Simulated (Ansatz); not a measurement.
Lu:
```
Lu
1.0
    3.44307     0.00000     0.00000
   -1.72154     2.98179     0.00000
    0.00000     0.00000     5.34811
Lu
2
Direct
  0.33333   0.66667   0.75000
  0.66667   0.33333   0.25000
```

Relaxed with PBEsol. Special points in fractions of this cell's reciprocal vectors: Γ (0.000, 0.000, 0.000); M (0.500, 0.000, 0.000); K (0.333, 0.333, 0.000); A (0.000, 0.000, 0.500); L (0.500, 0.000, 0.500); H (0.333, 0.333, 0.500).

**Question.** List the band energies nearest the Fermi level at these points for plane-wave PAW PBEsol (Ansatz code).

**Answer.** In eV from the Fermi level; about four levels below and three above (degenerate sets whole), none deeper than 8.9 eV; points with the same levels are listed once.

```tsv
k	below	above
Γ	-4.73 -4.73 -4.70 -4.70 -2.49	0.92 2.21 2.21
M	-2.40 -1.49 -0.92 -0.30	1.73 1.84 2.54
K	-1.00 -1.00 -0.79 -0.63	1.36 1.36 2.86
A	-4.70 -4.70 -4.41 -4.41	1.27 1.27 2.10 2.10 2.10 2.10
L	-4.73 -4.73 -4.73 -4.73 -2.21 -2.21	0.13 0.13 1.51 1.51
H	-0.64 -0.64 -0.49 -0.49	0.45 0.45 3.52 3.52
```

Space group P6_3/mmc (hcp (Mg type)). Symmetry was held in the PBEsol relaxation. Scalar-relativistic: spin–orbit coupling is off unless named, which matters more the heavier the elements.

Potentials: the earlier of the program's two PAW sets. The files were generated under PBE; for other functionals the program regenerates the frozen cores, and for LDA and PBEsol the local potential too.
